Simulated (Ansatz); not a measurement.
# Zone-centre phonons of SiPb$_{2}$ at -2.9 GPa: input and output

Level of theory: Ansatz 0.2.0, DFT PBE, scalar-relativistic, plane waves, PAW.

Launched with:
```bash
ansatz run input.yaml --threads 1 --pin off --max-ram 1228MiB --backend cpu --events-out ev --progress --plain --runs-dir out
```

Input (bare energies are in eV):
```yaml
crystal:
  lattice:
    - [0.0, 3.6595, 3.6595]
    - [3.6595, 0.0, 3.6595]
    - [3.6595, 3.6595, 0.0]
  atoms:
    - { symbol: Si, position: [0.0, 0.0, 0.0] }
    - { symbol: Pb, position: [0.25, 0.25, 0.25] }
    - { symbol: Pb, position: [0.75, 0.75, 0.75] }
basis:
  ecutwfc: 420
kpoints:
  mp_grid: { grid: [10, 10, 10] }
hamiltonian:
  xc: pbe
scf:
  occupations: { method: fermi_dirac, width: 0.15 }
output:
  eigenvalues: true
phonons:
  method: dfpt
  eigenvectors: true
```

Results section of the output:
```
--- Phonons (Γ-DFPT): 2 representative perturbations + reference, on 102 of 1000 k-points (Σ response iterations 6) ---
  k mesh reduced under 8 symmetry operations, with k and −k counted as one. Each operation leaves every solved displacement unchanged or reverses it
  ASR residual: 3.434e-5 → 0.000e0 eV/Å²; symmetrization residual: 1.655e-6 eV/Å²
  ASR residual per site (eV/Å²): 3.43e-5 1.96e-5 1.96e-5
  Γ frequencies (cm⁻¹): 0.00 0.00 0.00 60.55 60.55 60.55 124.57 124.57 124.57
  non-analytic LO–TO correction: not included (Born effective charges unavailable; polar crystals: no LO–TO splitting at Γ)
```

The run took 38 s on 1 thread of Intel(R) Xeon(R) Platinum 8559C (Emerald Rapids), with other jobs on the host, peak memory 0.95 GiB.

The cell is the ideal cubic antifluorite prototype; whether it is the stable structure of this composition wasn't checked. In a metal, frequencies and elastic constants depend on the k mesh and the smearing, soft modes and shear constants most. Spin–orbit coupling is left out, which can shift energies with elements as heavy as these.